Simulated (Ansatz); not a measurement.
A relaxation computed with Ansatz, from input to last step.

```yaml
crystal:
  lattice:
    - [3.6599473415, 0.0, 0.0]
    - [0.0, 3.6599473415, 0.0]
    - [0.0, 0.0, 4.4454119884]
  atoms:
    - { symbol: Sn, position: [0.0, 0.5, 0.2512167607] }
    - { symbol: Sn, position: [0.5, 0.0, 0.7487832393] }
    - { symbol: O, position: [0.5, 0.5, 0.0] }
    - { symbol: O, position: [0.0, 0.0, 0.0] }
basis:
  ecutwfc: 500
kpoints:
  mp_grid: { grid: [12, 12, 10] }
hamiltonian:
  xc: r2scan
scf:
  occupations: { method: gaussian, width: 0.1 }
output:
  forces: true
  stress: true
  eigenvalues: true
relax:
  adjacent_minimum: "off"
  f_tol: 0.008
  max_steps: 50
  cell: { stress_tol: 0.08, p_target: 12.0 }
```

```bash
ansatz run input.yaml --threads 1 --pin off --max-ram 2560MiB --backend cpu --events-out ev --progress --plain --runs-dir out
```

Level of theory: DFT r2SCAN, scalar-relativistic, plane waves, PAW in Ansatz 0.2.0.

Of 6 frames 6 are shown, positions in Å and forces in eV/Å; the SCF threshold varies from step to step. Steps run on the plane waves of an earlier cell, with a Pulay correction in the pressure. The basis is chosen afresh for the last frame, the zero of the energies, and at times for earlier ones too; energy and pressure can step there, also at an unchanged geometry. Where two frames share a geometry here, they differ by under 2 meV/atom and 0.3 GPa. The relaxation lowers the enthalpy F + PV at the target pressure, so the free energy itself can rise.

```xyz
4
Lattice="3.6599 0.0000 0.0000 0.0000 3.6599 0.0000 0.0000 0.0000 4.4454" Properties=species:S:1:pos:R:3:forces:R:3 pbc="T T T" step=1 free_energy_over_end_meV_per_atom=-1.56 pressure_GPa=15.27
Sn    0.0000    1.8300    1.1168    0.0000    0.0000    1.3630
Sn    1.8300    0.0000    3.3287    0.0000    0.0000   -1.3630
O     1.8300    1.8300    0.0000    0.0000    0.0000    0.0000
O     0.0000    0.0000    0.0000    0.0000    0.0000    0.0000
4
Lattice="3.6203 0.0000 0.0000 0.0000 3.6203 0.0000 0.0000 0.0000 4.2280" Properties=species:S:1:pos:R:3:forces:R:3 pbc="T T T" step=2 free_energy_over_end_meV_per_atom=75.31 pressure_GPa=14.47
Sn    0.0000    1.8101    1.2052    0.0000    0.0000   -1.0910
Sn    1.8101    0.0000    3.0228    0.0000    0.0000    1.0910
O     1.8101    1.8101    0.0000    0.0000    0.0000    0.0000
O     0.0000    0.0000    0.0000    0.0000    0.0000    0.0000
4
Lattice="3.6621 0.0000 0.0000 0.0000 3.6621 0.0000 0.0000 0.0000 4.3208" Properties=species:S:1:pos:R:3:forces:R:3 pbc="T T T" step=3 free_energy_over_end_meV_per_atom=4.53 pressure_GPa=12.86
Sn    0.0000    1.8310    1.1578    0.0000    0.0000    0.0611
Sn    1.8310    0.0000    3.1630    0.0000    0.0000   -0.0611
O     1.8310    1.8310    0.0000    0.0000    0.0000    0.0000
O     0.0000    0.0000    0.0000    0.0000    0.0000    0.0000
4
Lattice="3.6675 0.0000 0.0000 0.0000 3.6675 0.0000 0.0000 0.0000 4.3178" Properties=species:S:1:pos:R:3:forces:R:3 pbc="T T T" step=4 free_energy_over_end_meV_per_atom=1.85 pressure_GPa=12.47
Sn    0.0000    1.8338    1.1569    0.0000    0.0000    0.0420
Sn    1.8338    0.0000    3.1609    0.0000    0.0000   -0.0420
O     1.8338    1.8338    0.0000    0.0000    0.0000    0.0000
O     0.0000    0.0000    0.0000    0.0000    0.0000    0.0000
4
Lattice="3.6742 0.0000 0.0000 0.0000 3.6742 0.0000 0.0000 0.0000 4.3095" Properties=species:S:1:pos:R:3:forces:R:3 pbc="T T T" step=5 free_energy_over_end_meV_per_atom=-0.13 pressure_GPa=12.04
Sn    0.0000    1.8371    1.1560    0.0000    0.0000    0.0011
Sn    1.8371    0.0000    3.1535    0.0000    0.0000   -0.0011
O     1.8371    1.8371    0.0000    0.0000    0.0000    0.0000
O     0.0000    0.0000    0.0000    0.0000    0.0000    0.0000
4
Lattice="3.6742 0.0000 0.0000 0.0000 3.6742 0.0000 0.0000 0.0000 4.3095" Properties=species:S:1:pos:R:3:forces:R:3 pbc="T T T" step=6 free_energy_over_end_meV_per_atom=0.00 pressure_GPa=12.04
Sn    0.0000    1.8371    1.1560    0.0000    0.0000    0.0010
Sn    1.8371    0.0000    3.1535    0.0000    0.0000   -0.0010
O     1.8371    1.8371    0.0000    0.0000    0.0000    0.0000
O     0.0000    0.0000    0.0000    0.0000    0.0000    0.0000
```

The run took 5.5 min on 1 thread of Intel(R) Xeon(R) Processor @ 2.50GHz (Skylake/Cascade Lake), on a shared host, peak memory 0.67 GiB.